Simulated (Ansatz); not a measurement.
Consider the following.

W (bcc (W type), Im-3m), a = 3.1545 Å, b = 3.1545 Å, c = 3.1545 Å, α = 90.00°, β = 90.00°, γ = 90.00°; the cell used has 1 atom.

This is the PBEsol-relaxed structure.

Task: All from DFT-PBEsol in the program Ansatz with PAW potentials, unless another level is named. Give the density of states at the Fermi level.

Result: 0.42 states/eV per atom (mean over ±0.08 eV).

Task: Next, the gap with spin–orbit coupling?

Result: none (metallic).

The PBEsol relaxation kept the symmetry of its start. The run is not spin-polarised. Scalar-relativistic: spin–orbit coupling is off unless named, which matters more the heavier the elements.

Potentials: the earlier of the program's two PAW sets.
